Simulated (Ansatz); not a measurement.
Values for one crystal, relaxed and computed with r²SCAN in the plane-wave PAW code Ansatz; other levels are named.

| Item | Result |
|---|---|
| Volume per atom | 8.22 Å³ |
| Band gap | 5.52 eV (indirect) |
| Elastic constants (relaxed ions, GPa) | C11 = 469, C12 = 180, C44 = 339 |
| Mechanical stability | stable (all eigenvalues of C positive) |
| Electron effective mass | 0.34, 0.34, 0.57 mₑ (principal values) |
| Conduction-band minimum | at X (3 equivalent valleys) |
| Hole effective mass, band 3 of 3 at the edge | 0.33 along [100], 0.25 along [110], 0.24 along [111] (mₑ) |

Problem. Which compound is it?
A) GaN, wurtzite
B) LuAlN2, Pna2_1 (Lu on 4a, Al on 4a, N on 4a, N on 4a)
C) AlGaAs2, P-4m2 (Pearson symbol tP8)
D) AlN, rock salt

Solution. D, AlN, rock salt

Space group Fm-3m (rock salt). This is a known high-pressure phase of the composition, computed here at zero pressure and temperature. The r²SCAN relaxation kept the symmetry of its start; whether a distortion lowers the energy is not shown. The volume moved by -17 % from the start of the relaxation.

Potentials: the earlier of the program's two PAW sets.
